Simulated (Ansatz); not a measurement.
Values for one crystal, relaxed and computed with DFT-r²SCAN in the program Ansatz with PAW potentials; other levels are named.

```yaml
volume_per_atom: 15.47 Å³
electronic_character: metallic (no gap)
Density of states at the Fermi level: 0.20 states/eV per atom (mean over ±0.08 eV)
Gap with spin–orbit coupling: none (metallic)
Pressure derivative B′: 6.7
Formation energy from the elements (no fitted shifts): -0.36 eV/atom
Bulk modulus (Birch–Murnaghan fit): 187 GPa
```

**Question.** Which of these materials gives this?
A. GePt2, P-62m (Ge on 2c, Ge on 1b, Pt on 3g, Pt on 3f)
B. LaCoSi3, I4mm (La on 2a, Co on 2a, Si on 2a, Si on 4b)
C. FeGe, P2_13 (Ge on 4a, Fe on 4a)
D. YSnGe, Cmcm (Y on 4c, Sn on 4c, Ge on 4c)

**Answer.** A, GePt2, P-62m (Ge on 2c, Ge on 1b, Pt on 3g, Pt on 3f)

The workflow started from a Materials Project entry (that database holds measured and hypothetical structures alike); the Crystallography Open Database copy checked does not list it. Its standing as an ambient phase is unchecked. The cell was relaxed with r²SCAN under the symmetry of its start; its stability against distortions is not shown here. No spin polarisation was allowed. The references are the lowest solids computed at this level, not always the standard phases. Scalar-relativistic: spin–orbit coupling is off unless named, which matters more the heavier the elements.

Potentials: the later of the program's two PAW sets.
